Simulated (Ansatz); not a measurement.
## Structures of Ru$_{3}$N$_{2}$: which is lowest?

Plane-wave DFT in Ansatz with scalar-relativistic PAW potentials, cutoff 420 eV, Γ-centred meshes chosen by cell and gap, Gaussian smearing with energies taken to zero width. Every cell was relaxed (cell and atoms) in a run of its own, within the symmetry of its start. Functional: PBE.

Relaxed structures (starts from databases or built by putting these elements on another compound's sites):
A. P-62m, 5 atoms in the computed cell, a = 4.828 Å, c = 2.743 Å; sites (symmetry × multiplicity) Ru m2m × 3, N -6.. × 2; start: built
B. P-3m1, 5 atoms in the computed cell, a = 3.162 Å, c = 6.428 Å; sites (symmetry × multiplicity) Ru -3m. × 1 + 3m. × 2, N 3m. × 2; start: built

Problem. Rank them by energy. Could pressure change the order?

Solution.
| structure | group | E − E(lowest) (meV/atom) | V (Å³/atom) | gap on mesh (eV) |
| --- | --- | --- | --- | --- |
| A | P-62m | 0.0 | 11.07 | 0.00 |
| B | P-3m1 | 149 | 11.13 | 0.00 |

A is lowest, 149 meV/atom under B. The lowest is also the densest of these, so pressure wouldn't bring one of the others in at first order. Other structures may lie lower than all of these, and vibrations aren't counted.